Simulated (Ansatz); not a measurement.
Consider the following.

K$_{2}$TiCl$_{6}$ (space group Fm-3m)

```yaml
crystal:
  lattice:
    - [0.00000, 4.86625, 4.86625]
    - [4.86625, 0.00000, 4.86625]
    - [4.86625, 4.86625, 0.00000]
  atoms:
    - { symbol: K, position: [0.25000, 0.25000, 0.25000] }
    - { symbol: K, position: [0.75000, 0.75000, 0.75000] }
    - { symbol: Ti, position: [0.00000, 0.00000, 0.00000] }
    - { symbol: Cl, position: [0.76029, 0.23971, 0.76029] }
    - { symbol: Cl, position: [0.23971, 0.76029, 0.23971] }
    - { symbol: Cl, position: [0.76029, 0.23971, 0.23971] }
    - { symbol: Cl, position: [0.23971, 0.76029, 0.76029] }
    - { symbol: Cl, position: [0.76029, 0.76029, 0.23971] }
    - { symbol: Cl, position: [0.23971, 0.23971, 0.76029] }
```

This relaxed cell (volume V₀) is scaled evenly in all directions, its shape held. The atoms relax within the cell's symmetry.

Method: PBEsol (plane waves to 420 eV, PAW, scalar-relativistic; Ansatz, a quantum-chemistry and plane-wave program). k mesh 6×6×6 (Γ-centred), Fermi-Dirac smearing 0.05 eV. Energies are smeared free energies. Compression counts positive. K2TiCl6 is run without spin polarisation. K2TiCl6 was relaxed with its symmetry unable to fall. The zero of ΔE is the relaxed starting cell.

The scan covers V/V₀ from 0.840 to 1.160 in 9 points.

What is the fitted pressure derivative B₀′?

7.2.

What bulk modulus B₀ follows from a third-order Birch-Murnaghan fit?

15.2 GPa.

(Under strain, the slope of the energy per volume gives the stress and its curvature an elastic modulus.)
